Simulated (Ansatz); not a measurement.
Input file for Ansatz (a first-principles code):

Ansatz 0.2 input:
```yaml
crystal:
  lattice:
    - [4.1279790843, 0.0, 0.0]
    - [0.0, 4.1279790843, 0.0]
    - [0.0, 0.0, 4.1279790843]
  atoms:
    - { symbol: Rb, position: [0.0, 0.0, 0.0] }
    - { symbol: Br, position: [0.5, 0.5, 0.5] }
kpoints:
  mp_grid: { grid: [5, 5, 5] }
hamiltonian:
  xc: hse06
  pseudopotentials: { kind: paw }
scf:
  n_extra_bands: 6
  occupations: { method: fixed }
output:
  eigenvalues: true
  eigenstates:
    e_range: [-9.0, 15.2]
    kpoints:
      - [0.0, 0.5, 0.5]  # VBM
      - [0.0, 0.0, 0.0]  # CBM
      - [0.0, 0.0, 0.0]  # GAMMA
      - [0.5, 0.5, 0.5]  # R
      - [0.5, 0.5, 0.0]  # M
      - [0.0, 0.5, 0.0]  # X
```

Output (shortened):

```
Pseudopotential: Rb, paw, valence charge 9
Pseudopotential: Br, paw, valence charge 7
Functional definition: HSE06
davidson cushion auto → on  (no smearing: the cushion is to keep the highest requested band from converging to the state above it …
Crystal: 2 atoms, lattice volume = 70.342 Å³
Basis set: ecut = 420 eV, 1357 PW (Γ)
Bands: 14, of which v1, the nominal top of the filled ones, is band 8 counted from 1 (7 counted from 0)
Symmetry: 48 space group operations
Space group: Pm-3m (ITA 221), of the structure as read, at distance tolerance 4.1e-5 Å
k-points: 10 of 125
SCF iter   1: F=—  HF=-6053.948113 eV  |F-HF|=—  |Δ(HF+E_count)|=         —  Δρ=1.50e-3  dr2=2.24e-3  ethr=1.77e-3  ⟨swp⟩=8.1  Hψ=745  notcnv=0
preconditioner: auto → none
iter 2 solved again at ethr=3.19e-7 eV; its pass at ethr=1.40e-5 eV (dr2=5.11e-5 eV) is discarded
SCF iter   2: F=-6053.947744 eV  HF=-6053.947715 eV  |F-HF|=2.96e-5  |Δ(HF+E_count)|=   3.98e-4  Δρ=3.00e-4  dr2=5.14e-5  ethr=3.19e-7  ⟨swp⟩=3.2  Hψ=823  notcnv=0
SCF 1 stopped early in 2 iterations: F = -6053.947744 eV  dr2 = 5.14e-5
Crystal: 2 atoms, lattice volume = 70.342 Å³
Exchange kernel: α = 0.2500, screened, ω = 0.2079 Å⁻¹, Wigner–Seitz truncation, v(0) = 1045.8087 eV·Å³, q-mesh 5×5×5, nearest image of the exchange supercell L …
Frozen-core exchange: fock
SCF iter   1: F=—  HF=-6058.463363 eV  |F-HF|=—  |Δ(HF+E_count)|=         —  Δρ=2.69e-3  dr2=4.80e-3  ethr=3.21e-6  ⟨swp⟩=6.9  Hψ=750  notcnv=0
preconditioner: auto → none
SCF iter   2: F=—  HF=-6058.461858 eV  |F-HF|=—  |Δ(HF+E_count)|=   1.50e-3  Δρ=1.21e-3  dr2=7.49e-4  ethr=3.21e-6  ⟨swp⟩=4.0  Hψ=457  notcnv=0
SCF iter   3: F=—  HF=-6058.463292 eV  |F-HF|=—  |Δ(HF+E_count)|=   1.43e-3  Δρ=4.18e-4  dr2=1.50e-4  ethr=3.21e-6  ⟨swp⟩=3.2  Hψ=375  notcnv=0
SCF iter   4: F=—  HF=-6058.463251 eV  |F-HF|=—  |Δ(HF+E_count)|=   4.17e-5  Δρ=3.96e-5  dr2=2.45e-6  ethr=8.69e-7  ⟨swp⟩=3.0  Hψ=354  notcnv=0
SCF iter   5: F=-6058.463260 eV  HF=-6058.463261 eV  |F-HF|=1.73e-7  |Δ(HF+E_count)|=   9.81e-6  Δρ=2.00e-5  dr2=5.49e-7  ethr=8.04e-9  ⟨swp⟩=4.1  Hψ=483  notcnv=0
SCF 2 stopped early in 5 iterations: F = -6058.463260 eV  dr2 = 5.49e-7
hybrid outer 1: dexx = +1.982e-3 eV, tail = 7.26e-6 eV
Crystal: 2 atoms, lattice volume = 70.342 Å³
Exchange kernel: α = 0.2500, screened, ω = 0.2079 Å⁻¹, Wigner–Seitz truncation, v(0) = 1045.8087 eV·Å³, q-mesh 5×5×5, nearest image of the exchange supercell L …
Frozen-core exchange: fock
SCF iter   1: F=—  HF=-6058.463504 eV  |F-HF|=—  |Δ(HF+E_count)|=         —  Δρ=2.07e-5  dr2=1.15e-7  ethr=2.27e-7  ⟨swp⟩=3.0  Hψ=361  notcnv=0
preconditioner: auto → none
SCF iter   2: F=-6058.463504 eV  HF=-6058.463504 eV  |F-HF|=3.75e-9  |Δ(HF+E_count)|=   1.52e-8  Δρ=9.39e-6  dr2=2.35e-8  ethr=6.98e-10  ⟨swp⟩=3.8  Hψ=465  notcnv=0
SCF 3 converged in 2 iterations: F = -6058.463504 eV  dr2 = 2.35e-8
hybrid outer 2: dexx = +1.096e-7 eV, tail = 5.69e-8 eV, Δε = 1.01e-3 eV (about 7.95e-5 eV left of the loop's levels)
NSCF: frozen V_eff on 6 k-points
hybrid SCF converged: 2 outer / 7 inner (+2 warm-up), last move |dexx| = 1.10e-7 eV, tail = 5.69e-8 eV
Stability not checked (fock_operator)
Free energy (F): -6058.463504 eV
Frozen-core exchange: fock
Harris-Foulkes:  -6058.463504 eV  (|F-HF|=3.75e-9)
Internal energy: -6058.463504 eV  (E = F + TS)
E sigma→0 (E₀):  -6058.463504 eV
Fermi energy:    1.857297 eV
--- Per-component energies (eV) ---
  E_band       = -113.663791
  E_kinetic    = 326.974225
  E_local      = -715.321324  (includes V_loc(G=0)·N_el)
  E_nonlocal   = 242.337080
  E_hartree    = 172.943142
  E_xc         = -314.185596
  E_vxc        = -193.757812  (∫ρ·V_xc dr)
  E_exx        = -33.298225  (= α·E_x^exact, valence–valence)
  E_paw        = -4917.616386  (= ΣΔE_a)
  E_vpaw       = -53.186872  (= ΣTr[D̂ρ^β])
  E_aug_tail   = -0.000001  (compensation charges beyond the density's cutoff)
  E_ewald      = -819.564099
  E_core_change = -0.732320  (= ΣΔE_core)
  E_smearing   =  0.000000  (= −TS)
  E_closure    = 0.000000  (closes the sum)
  Σ components = -6058.463504   (vs F -6058.463504, Δ=0.00e0)
  [band-id]    e_kinetic+e_local+e_nonlocal+2·e_hartree+e_vxc+2·e_exx+e_vpaw+e_augmentation_tail = -113.664869   (vs E_band -113.663791, Δ=-1.08e-3)
--- Band table (eV; the first three rows and the last of 10) ---
  k-point 0: bands = ["-24.9516", "-11.7608", "-7.7598", "-7.7598", "-7.7598", "1.7371", "1.7371", "1.7371", "7.1587", "8.6547", "8.6547", "13.2952", "13.2952", "13.2952"]
  k-point 1: bands = ["-24.9439", "-11.7560", "-7.8073", "-7.7420", "-7.7420", "1.0614", "1.7142", "1.7142", "8.0632", "8.9705", "9.5197", "13.1059", "13.1059", "13.5294"]
  k-point 2: bands = ["-24.9315", "-11.7510", "-7.8722", "-7.7129", "-7.7129", "0.2182", "1.6749", "1.6749", "9.7366", "9.7967", "10.8197", "12.2184", "13.1268", "13.1268"]
  k-point 9: bands = ["-24.8952", "-11.4643", "-7.9785", "-7.9694", "-7.9694", "0.6048", "0.6048", "0.6979", "10.5391", "11.1339", "11.1339", "12.2536", "12.6762", "12.6762"]
```

Cost: very roughly 90 core-seconds on shared cores.

The points marked VBM and CBM come from a semilocal run.

The first step of the workflow began from a Materials Project structure, measured or hypothetical; the Crystallography Open Database copy checked does not list it. COD files the formula under space group No. 225. Its standing as an ambient phase is unchecked. The cell was relaxed with r²SCAN under the symmetry of its start; whether a distortion lowers the energy is not shown. Scalar-relativistic: spin–orbit coupling is off unless named, which matters more the heavier the elements.

Potentials: the later of the program's two PAW sets.

Ansatz is a plane-wave DFT program.
